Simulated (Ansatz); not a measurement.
Si2W:
```
Si2W
1.0
   -1.61465     1.61465     3.93399
    1.61465    -1.61465     3.93399
    1.61465     1.61465    -3.93399
Si W
2 1
Direct
  0.33457   0.33457   0.00000
  0.66543   0.66543   0.00000
  0.00000   0.00000   0.00000
```

Relaxed with PBE. Special points in fractions of this cell's reciprocal vectors: Γ (0.000, 0.000, 0.000); X (0.000, 0.000, 0.500); P (0.250, 0.250, 0.250); N (0.000, 0.500, 0.000); M (0.500, 0.500, -0.500); S (0.292, 0.708, -0.292); S0 (-0.292, 0.292, 0.292); R (-0.084, 0.084, 0.500); G (0.500, 0.500, -0.084).

Question: List the band energies nearest the Fermi level at these points for PBE with spin–orbit coupling (plane waves, PAW; program Ansatz).

Answer: In eV from the Fermi level; about four levels below and three above (degenerate sets whole), none deeper than 8.9 eV; points with the same levels are listed once.

```tsv
k	below	above
Γ	-2.95 -2.95 -2.78 -2.78	0.56 0.56 2.32 2.32
X	-3.27 -3.27 -1.87 -1.87	2.64 2.64 2.79 2.79
P	-2.32 -2.32 -0.03 -0.03	2.81 2.81 3.42 3.42
N	-2.75 -2.75 -0.46 -0.46	2.58 2.58 2.68 2.68
M	-0.66 -0.66 -0.45 -0.45	0.76 0.76 4.36 4.36
S	-2.51 -2.51 -0.35 -0.35	1.73 1.73 2.43 2.43
R	-3.13 -3.13 -2.38 -2.38	1.79 1.79 2.09 2.09
```

Space group I4/mmm (MoSi2 or CaC2 type). Symmetry was held in the PBE relaxation. No spin polarisation was allowed.

Potentials: the earlier of the program's two PAW sets.
